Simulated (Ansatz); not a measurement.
Here is the system:

TiRh3:
```
CELL_PARAMETERS angstrom
      3.77050     0.00000     0.00000
      0.00000     3.77050     0.00000
      0.00000     0.00000     3.77050
ATOMIC_POSITIONS crystal
  Ti 0.00000 0.00000 0.00000
  Rh 0.50000 0.50000 0.00000
  Rh 0.00000 0.50000 0.50000
  Rh 0.50000 0.00000 0.50000
```

This is the LDA-relaxed structure.

Task: All from DFT-LDA in the program Ansatz with PAW potentials, unless another level is named. Give the formation energy from the elements (no fitted shifts).

Result: -652 meV/atom.

Task: Give the density of states at the Fermi level.

Result: 0.83 states/eV per atom (mean over ±0.08 eV).

Space group Pm-3m (Cu3Au type). The workflow started from a Materials Project entry (that database holds measured and hypothetical structures alike); the Crystallography Open Database files this formula in space group No. 221, but the cells were not matched. Its standing as an ambient phase is unchecked. The cell was relaxed with LDA under the symmetry of its start; of distortions, only those at the zone centre were tested. The run is not spin-polarised. The references are the lowest solids computed at this level, not always the standard phases. Scalar-relativistic: spin–orbit coupling is off unless named, which matters more the heavier the elements.

Potentials: the later of the program's two PAW sets.
